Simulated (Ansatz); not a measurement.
N2 on a (110) slab of SnO2 (P4_2/mnm (No. 136)), 6 planes, outer planes O (top) and O (bottom), 1 a cell of 43.8 Å², relaxed and still whole (its atoms last):

```
CELL_PARAMETERS angstrom
6.46009 0.00000 0.00000
0.00000 6.77887 0.00000
0.00000 0.00000 24.01678
ATOMIC_POSITIONS crystal
O 0.00000 0.00000 0.33310
O 0.50000 0.00000 0.33310
Sn 0.00000 0.50000 0.38780
Sn 0.50000 0.50000 0.38780
Sn 0.25000 0.00000 0.38780
Sn 0.75000 0.00000 0.38780
O 0.25000 0.30621 0.38780
O 0.75000 0.30621 0.38780
O 0.25000 0.69379 0.38780
O 0.75000 0.69379 0.38780
O 0.00000 0.00000 0.44250
O 0.50000 0.00000 0.44250
O 0.00000 0.49995 0.47377
O 0.50001 0.49977 0.47369
Sn 0.00002 0.99994 0.52655
Sn 0.50001 0.99993 0.52561
Sn 0.25026 0.49991 0.53530
Sn 0.74973 0.49993 0.53528
O 0.25068 0.81383 0.53680
O 0.74931 0.81384 0.53677
O 0.25070 0.18604 0.53668
O 0.74934 0.18603 0.53673
O 0.99998 0.49993 0.58484
O 0.50000 0.49977 0.58490
N 0.99963 0.99989 0.63902
N 0.99933 0.99857 0.68484
```

The calculation used DFT PBE+D3(BJ), scalar-relativistic, plane waves, PAW in Ansatz. Settings: cutoff 420 eV, Γ-centred mesh 3×2×1 on the computed 26-atom cell, Gaussian smearing of 0.05 eV; no spin polarisation. A dipole correction removes the field between periodic images along c.

It binds with 0.32 eV a molecule against the clean slab and the free molecule (no zero-point or thermal terms); its shortest contact is N–Sn 2.70 Å. Take first-order desorption with no barrier to adsorption, no reaction on the face and an assumed prefactor of 10^13 s⁻¹.

**Question.** How long does a molecule stay at 300 K?

**Answer.** τ = ν⁻¹·exp(E/k_BT) with k_BT = 0.0259 eV: E/k_BT = 12.4, so τ ≈ 2×10^-8 s. At about one hit a site a second (10⁻⁶ mbar) the coverage is near τ × 1 s⁻¹, so a layer needs roughly 4×10^1 mbar.

**Question.** Where does its peak lie in a desorption experiment heated at 1 K/s?

**Answer.** The peak obeys E/(k_B·T_p²) = (ν/β)·exp(−E/k_BT_p). Solving gives T_p ≈ 119 K (E/k_BT_p = 31.3). An error of 0.1 eV in E moves it by about 37 K, and larger molecules have larger prefactors, which lowers it.

**Question.** Is this physisorption or chemisorption?

**Answer.** The tightest contact, N–Sn 2.70 Å, is 1.29 times the sum of covalent radii, and deformation and lateral interaction add up to 0.00 eV; about 0.06 e cross the plane between them. It lies between the two: closer or more distorted than a van der Waals contact, longer than a covalent bond.

The clean reference is an ideal cut relaxed in this small cell. Real faces with dangling bonds reconstruct or are passivated, and a lower clean face would weaken the binding, shorten τ and lower T_p.